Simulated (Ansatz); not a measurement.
The start is a generated trial cell of BP in the alpha-GeTe structure type. The structure is fully relaxed (lattice and positions, P = 0) with PBEsol (plane waves to 420 eV, PAW, scalar-relativistic; Ansatz, a quantum-chemistry and plane-wave program). The first steps use a coarse 9×9×9 k-mesh.

Initial structure:
```yaml
crystal:
  lattice:
    - [1.49738, 0.86451, 2.56276]
    - [-1.49738, 0.86451, 2.56276]
    - [0.00000, -1.72903, 2.56276]
  atoms:
    - { symbol: B, position: [0.23760, 0.23760, 0.23760] }
    - { symbol: P, position: [0.76240, 0.76240, 0.76240] }
```

Does the structure survive the relaxation? Give the final space group.

The space group goes from R3m (No. 160) to F-43m (No. 216); the end is zinc blende type, with 2 atoms in the primitive cell.

By how much does the energy per atom fall from start to end?

0.99 eV/atom.

How does the volume change?

+16.0 %, from 9.95 to 11.54 Å³/atom.

How do the shortest distances between atoms change?

The closest pairs of elements (up to four, under 3.6 Å), start → end: B–P 2.04 → 1.96 Å; B–B 2.99 → 3.20 Å; P–P 2.99 → 3.20 Å.

What band gap does the relaxed structure have at this level?

1.11 eV, indirect (valence top at Γ, conduction bottom at 83 % of the way from Γ to X) (no spin-orbit coupling).

Give the final cell and atomic positions.


Space group F-43m (No. 216); a = b = c = 4.5202 Å, α = β = γ = 90.00°

| atom | site | symmetry | x | y | z |
|---|---|---|---|---|---|
| B | 4d | -43m | 0.7500 | 0.7500 | 0.7500 |
| P | 4b | -43m | 0.5000 | 0.5000 | 0.5000 |
(The calculation used a cell of 2 atoms; values per cell refer to that cell.)

Final values are on a 13×13×13 k-mesh of the relaxed cell. No spin polarisation in the result.

The run could not lose the symmetry of its start.
